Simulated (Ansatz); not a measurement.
A relaxed cell of TlSbPb2 against its rivals

Atoms and cell were relaxed at zero pressure (4.8 % in volume from the start). The relaxed cell:

```xyz
4
Lattice="2.1750 3.7672 0.0000 -2.1750 3.7672 0.0000 0.0000 -2.5115 8.3396" Properties=species:S:1:pos:R:3 pbc="T T T"
Pb    0.0000    0.0000    6.0337
Pb    0.0000    5.0230    2.3058
Sb    0.0000    2.5115    4.1698
Tl    0.0000    0.0000    0.0000
```

Space group R-3m (No. 166); conventional cell a = 4.350 Å, b = 4.350 Å, c = 25.019 Å, α = 90.00°, β = 90.00°, γ = 120.00°.

Method: PBE in Ansatz 0.2.0, PAW datasets, plane waves to 420 eV, 7×7×7 Γ-centred mesh, fermi-dirac occupations of width 0.100 eV. Spin: none; no U, no spin-orbit coupling.

Q: Where does it lie against the elements?

A: 0.083 eV an atom at 0 K against the elements' lowest computed crystals and the free molecules of gases, with no empirical correction.

Q: Is it stable against splitting into other phases?

A: Against the table of rival phases, relaxed alike, its height over the hull falls in the band 25-100 meV an atom.

The start was: a known structure type with other elements put in, at an estimated volume. An invented cell need not be a known compound.

Caveats: differences under 20 meV an atom lie within the error of meshes and cutoff; the relaxation keeps the start's symmetry, so a distorted cell may lie lower; no spin-orbit coupling, which can move compounds of heavy elements by tens of meV.
